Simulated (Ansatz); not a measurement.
Equation of state of Ti

```xyz
2
Lattice="2.9500 0.0000 0.0000 -1.4750 2.5548 0.0000 0.0000 0.0000 4.6860" Properties=species:S:1:pos:R:3 pbc="T T T"
Ti    0.0000    1.7032    1.1715
Ti    1.4750    0.8516    3.5145
```

The cell comes from COD entry 9008517, which wasn't checked; take it as a given geometry.

Levels of theory: DFT, PBEsol, all-electron LAPW, scalar-relativistic (Ansatz 0.2.0); DFT, PBEsol, PAW with Ansatz's default frozen-core files, scalar-relativistic (Ansatz 0.2.0).

For LAPW: a Γ-centred 13×13×7 k mesh, Fermi–Dirac smearing of 0.08 eV, basis error target 0.5 meV/atom, no spin polarisation. PAW takes a cutoff of 420 eV at this cell (files made with PBE, cores remade for this functional). The Ansatz runs share mesh, smearing and spin set-up. Plane-wave (PAW) pressures include the program's estimate of the Pulay term.

The cell above is scaled evenly, with fractional coordinates and shape held.

```json
{"V/V(cell)": "0.9400", "V (Å³/atom)": "16.599", "P, LAPW (GPa)": "0.98", "P, PAW (GPa)": "0.99", "free energy over the lowest listed, PAW (meV/atom)": "0.1"}
{"V/V(cell)": "0.9405", "V (Å³/atom)": "16.608", "P, LAPW (GPa)": "0.92", "P, PAW (GPa)": "0.92", "free energy over the lowest listed, PAW (meV/atom)": "0.0"}
{"V/V(cell)": "0.9600", "V (Å³/atom)": "16.952", "P, LAPW (GPa)": "-1.50", "P, PAW (GPa)": "-1.50", "free energy over the lowest listed, PAW (meV/atom)": "0.7"}
{"V/V(cell)": "0.9700", "V (Å³/atom)": "17.128", "P, LAPW (GPa)": "-2.66", "P, PAW (GPa)": "-2.65", "free energy over the lowest listed, PAW (meV/atom)": "2.9"}
{"V/V(cell)": "0.9800", "V (Å³/atom)": "17.305", "P, LAPW (GPa)": "?", "P, PAW (GPa)": "?", "free energy over the lowest listed, PAW (meV/atom)": "?"}
{"V/V(cell)": "0.9900", "V (Å³/atom)": "17.482", "P, LAPW (GPa)": "-4.81", "P, PAW (GPa)": "-4.80", "free energy over the lowest listed, PAW (meV/atom)": "11.2"}
{"V/V(cell)": "1.0000", "V (Å³/atom)": "17.658", "P, LAPW (GPa)": "-5.81", "P, PAW (GPa)": "-5.80", "free energy over the lowest listed, PAW (meV/atom)": "17.1"}
{"V/V(cell)": "1.0100", "V (Å³/atom)": "17.835", "P, LAPW (GPa)": "-6.77", "P, PAW (GPa)": "-6.76", "free energy over the lowest listed, PAW (meV/atom)": "24.0"}
{"V/V(cell)": "1.0200", "V (Å³/atom)": "18.011", "P, LAPW (GPa)": "-7.67", "P, PAW (GPa)": "-7.66", "free energy over the lowest listed, PAW (meV/atom)": "31.9"}
{"V/V(cell)": "1.0300", "V (Å³/atom)": "18.188", "P, LAPW (GPa)": "-8.54", "P, PAW (GPa)": "-8.53", "free energy over the lowest listed, PAW (meV/atom)": "40.9"}
{"V/V(cell)": "1.0400", "V (Å³/atom)": "18.365", "P, LAPW (GPa)": "-9.36", "P, PAW (GPa)": "-9.35", "free energy over the lowest listed, PAW (meV/atom)": "50.7"}
{"V/V(cell)": "1.0600", "V (Å³/atom)": "18.718", "P, LAPW (GPa)": "-10.90", "P, PAW (GPa)": "-10.88", "free energy over the lowest listed, PAW (meV/atom)": "73.0"}
```

Task: Fill in the row V/V(cell) = 0.9800.

Result: P, LAPW (GPa) = -3.76, P, PAW (GPa) = -3.75, free energy over the lowest listed, PAW (meV/atom) = 6.5.

Task: What do Birch–Murnaghan fits to the pressures give?

Result: LAPW: V0 = 16.73 Å³/atom, B0 = 119 GPa, B0′ = 3.6; PAW: V0 = 16.74 Å³/atom, B0 = 119 GPa, B0′ = 3.6.

PAW's V0 lies 0.00 % from the all-electron value and its B0 -0.1 %. With shape and internal coordinates held, B0 is an upper bound to the relaxed modulus.
